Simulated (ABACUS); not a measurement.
A self-consistent single point of a model cell of CaWO₄ (P2/c, 12 atoms in the cell; prototype structure) with ABACUS.

Level of theory: PBEsol, numerical atomic orbitals DZP (confined pseudo-atomic orbitals with Gaussian additions; energy shift 0.01 Ry), PseudoDojo 0.4 standard norm-conserving PBEsol (tails mended) pseudopotentials run with ABACUS.

The change in words: lattice scaled by 1.02. Reference geometry (P2/c):
```
CELL_PARAMETERS angstrom
      4.92330     0.00000     0.00000
      0.00000     6.00454     0.00000
     -0.05419     0.00000     5.17495
ATOMIC_POSITIONS crystal
  Ca 0.50000 0.68330 0.25000
  Ca 0.50000 0.31670 0.75000
  W  0.00000 0.18230 0.25000
  W  0.00000 0.81770 0.75000
  O  0.25470 0.37720 0.40050
  O  0.74530 0.37720 0.09950
  O  0.74530 0.62280 0.59950
  O  0.25470 0.62280 0.90050
  O  0.21710 0.89550 0.43600
  O  0.78290 0.89550 0.06400
  O  0.78290 0.10450 0.56400
  O  0.21710 0.10450 0.93600
```

Reference input (self-consistent single point, DFT, PBEsol, numerical atomic orbitals DZP (confined pseudo-atomic orbitals with Gaussian additions; energy shift 0.01 Ry), PseudoDojo 0.4 standard norm-conserving PBEsol (tails mended) pseudopotentials): basis = DZP numerical atomic orbitals, energy shift 0.01 Ry; KPT = MP 3 3 3 0 0 0; basis_type = lcao; ecutwfc = 100 Ry; smearing_method = fd; smearing_sigma = 0.00367493 Ry; potentials = PseudoDojo 0.4 standard norm-conserving PBEsol (tails mended); symmetry = 1; ks_solver = scalapack_gvx; scf_nmax = 100; scf_thr = 1.0e-07; mixing_type = broyden. This run's input differs from it in these lines:

```diff
@@ -33,5 +33,5 @@
 LATTICE_VECTORS
-   9.3036886294    0.0000000000    0.0000000000
-   0.0000000000   11.3469304352    0.0000000000
-  -0.1024118176    0.0000000000    9.7792476573
+   9.4897624020    0.0000000000    0.0000000000
+   0.0000000000   11.5738695352    0.0000000000
+  -0.1044602807    0.0000000000    9.9748324214
 
@@ -43,4 +43,4 @@
 2
-   4.6262413603    7.7533575664    2.4448119143 1 1 1
-   4.5750354515    3.5935728688    7.3344357429 1 1 1
+   4.7187661308    7.9084250534    2.4937081054 1 1 1
+   4.6665359904    3.6654444818    7.4811243161 1 1 1
 
@@ -49,4 +49,4 @@
 2
-  -0.0256029544    2.0685454183    2.4448119143 1 1 1
-  -0.0768088632    9.2783850168    7.3344357429 1 1 1
+  -0.0261150702    2.1099164163    2.4937081054 1 1 1
+  -0.0783452105    9.4639531189    7.4811243161 1 1 1
 
@@ -55,10 +55,10 @@
 8
-   2.3286335610    4.2800621602    3.9165886867 1 1 1
-   6.9238491596    4.2800621602    0.9730351419 1 1 1
-   6.8726432508    7.0668682750    5.8626589705 1 1 1
-   2.2774276522    7.0668682750    8.8062125154 1 1 1
-   1.9751792490   10.1611762047    4.2637519786 1 1 1
-   7.2773034716   10.1611762047    0.6258718501 1 1 1
-   7.2260975628    1.1857542305    5.5154956787 1 1 1
-   1.9239733402    1.1857542305    9.1533758072 1 1 1
+   2.3752061414    4.3656635887    3.9949203848 1 1 1
+   7.0623261202    4.3656635887    0.9924958259 1 1 1
+   7.0100959799    7.2082059465    5.9799120367 1 1 1
+   2.3229760010    7.2082059465    8.9823365955 1 1 1
+   2.0146827351   10.3644001688    4.3490269357 1 1 1
+   7.4228495265   10.3644001688    0.6383892750 1 1 1
+   7.3706193862    1.2094693664    5.6258054857 1 1 1
+   1.9624525947    1.2094693664    9.3364431465 1 1 1
 # file: KPT
```

Output (repeated stretches shortened):

```
 SELF-CONSISTENT
 -------------------------------------------

                  longest orb rcut (Bohr) = 8.8
   longest nonlocal projector rcut (Bohr) = 2.06
                     search radius (Bohr) = 21.7

                          real space grid = [ 64, 75, 64 ]
                                 init_chg = atomic

 LCAO ALGORITHM --------------- ION=   1  ELEC=   1--------------------------------

 Density error is 0.162534749833
 E_KohnSham     -718.9245524805      -9781.4703458342
 E_Fermi        0.6588441889         8.9640350639

 LCAO ALGORITHM --------------- ION=   1  ELEC=   2--------------------------------

   [... lines left out ...]

   [... 9 blocks of this kind left out ...]

 LCAO ALGORITHM --------------- ION=   1  ELEC=  12--------------------------------

 Density error is 5.48968342588e-07
 E_KohnSham     -722.2333903691      -9826.4893948787
 E_Fermi        0.5806020061         7.8994955537

 LCAO ALGORITHM --------------- ION=   1  ELEC=  13--------------------------------

 Density error is 7.90755309988e-08
 E_KohnSham     -722.2333903692      -9826.4893948789
 E_KS(sigma->0) -722.2333903692      -9826.4893948789
 E_entropy(-TS) -0.0000000000        -0.0000000000
 E_Fermi        0.5806014966         7.8994886205
 charge density convergence is achieved
 final etot is -9826.4893949 eV
 EFERMI = 7.8994886205 eV

 STATE ENERGY(eV) AND OCCUPATIONS    NSPIN == 1
   [... 55 lines left out ...]

 TOTAL-FORCE (eV/Angstrom)
                       Ca1         0.0000000000        -0.2211862126         0.0000000000
                       Ca2         0.0000000000         0.2211862126         0.0000000000
                        W1         0.0000000000         1.1545699714         0.0000000000
                        W2         0.0000000000        -1.1545699714         0.0000000000
                        O1        -2.8112884667        -2.3294368670        -2.0969976689
                        O2         2.8112884667        -2.3294368670         2.0969976689
                        O3         2.8112884667         2.3294368670         2.0969976689
   [... lines left out ...]

 TOTAL-STRESS (KBAR)
      -169.4457612696         0.0000000000       -12.0714721026
         0.0000000000      -175.8320717189         0.0000000000
       -12.0714721026         0.0000000000      -187.4909306067
 TOTAL-PRESSURE: -177.589588 KBAR

 --------------------------------------------
 !FINAL_ETOT_IS -9826.4893948788994749 eV
 --------------------------------------------
```

The run converged in 13 iterations. Against the reference run the free energy goes up by 66.1 meV/atom, the pressure goes from -8.89 to -17.76 GPa and the largest force goes from 3.625 to 4.210 eV/Å.

The cell was set up from a structure prototype or typed lattice constants and was not relaxed beforehand at this level. Spin-orbit coupling is left out, which matters for bands and gaps with elements this heavy. The atom-centred basis is finite, which shifts total energies, pressures and forces against plane waves. Forces above 1 eV/Å remain at this geometry, of which the finite basis can carry a part.

Cost on one core: about 70 core-seconds (a rough figure).

The atomic orbitals were generated for these runs; they are not ABACUS's published sets and were checked against plane waves on a few crystals only.

“Tails mended”: in these copies of the files the far tail of each local potential was reset to the Coulomb form.
